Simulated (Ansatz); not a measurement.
This cell of W (fcc, Cu type) is off equilibrium:

```xyz
2
Lattice="0.0000 3.9718 3.9718 1.9859 1.9859 3.9718 1.9859 1.9859 0.0000" Properties=species:S:1:pos:R:3 pbc="T T T"
W      0.0000     0.0000    -0.1400
W      1.9859     3.9718     6.0976
```

The numbers are results of LDA (plane waves to 420 eV, PAW, scalar-relativistic; Ansatz, a program for electronic structure), not measurements. k mesh 20×20×20 (Γ-centred), Fermi-Dirac smearing 0.05 eV. Stress and pressure are positive under compression. With partly filled bands, energies and forces of such displacements shift with the k mesh and the smearing. Spin-orbit coupling is left out, though W is heavy. This is one of several known forms of W; the measured ambient cells at hand have space group No. 229. W is run without spin polarisation. W was relaxed with its symmetry unable to fall.

Question: Predict the force on every atom, in eV/Å.

Answer: 
```csv
atom,Fx,Fy,Fz
W1,0.000,0.000,3.331
W2,0.000,0.000,-3.331
```

Question: Give the stress tensor in GPa and the pressure.

Answer: 
```
   19.6      0.0      0.0
    0.0     19.6      0.0
    0.0      0.0     -7.1
```
The pressure, a third of the trace, is 10.7 GPa.

(A displaced cell: forces are minus the slopes of the energy, force constants its curvatures, and phonons follow from these.)
